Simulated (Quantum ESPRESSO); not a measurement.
For atom 2 (Zn) of ZnCdF4 in Cmmm, a PBE PAW density (pw.x of a modified build of Quantum ESPRESSO, JTH datasets) with the all-electron reconstruction of Petrilli and co-workers gives this field-gradient tensor in Cartesian axes (atomic units, 1 a.u. = 9.7174×10²¹ V/m²):

```
 0.0608  -0.3178   0.0000
-0.3178   0.0608   0.0000
 0.0000   0.0000  -0.1216
```

The cell was made here from a computed Materials Project entry: one of 2 Zn replaced by Cd, cell and atoms relaxed (PBE without dispersion, pw.x of Quantum ESPRESSO, symmetry kept). The parent is ZnF2 in P4₂/mnm; whether this form has been observed was not checked. The swapped cell is a model, not a known phase. Stability against distortions was not tested.  Cores are frozen. Against all-electron runs on small test molecules, this scheme's |Vzz| missed by +4 % on Zn, −6 to +4 % (−29 % in KF) on F. Cd had no test against all-electron runs. Where η passes 0.9 the sign of Vzz means little.

Task: Find the principal values, η_Q, |C_Q|, ν_Q and P_Q for ⁶⁷Zn (I = 5/2, |Q| = 0.15 barn), and the second-order MAS shift at 14.1 T.

Result: Eigenvalues (principal values) by size: Vxx = -0.1216, Vyy = -0.2570, Vzz = 0.3786 a.u. (they sum to zero).
η_Q = (Vxx − Vyy)/Vzz = 0.36.
|C_Q| = 234.96 MHz × |Q|/barn × |Vzz|/a.u. = 234.96 × 0.15 × 0.3786 = 13.3 MHz.
Quadrupole frequency ν_Q = 3C_Q/[2I(2I − 1)] = 2.00 MHz, and P_Q = C_Q(1 + η²/3)^½ = 13.6 MHz.
At 14.1 T the Larmor frequency is ν0 = 37.6 MHz, and the second-order shift of the central transition's centre of gravity under MAS is −(3/40)(P_Q/ν0)²[I(I + 1) − 3/4]/[I²(2I − 1)²] × 10⁶ = -786 ppm.
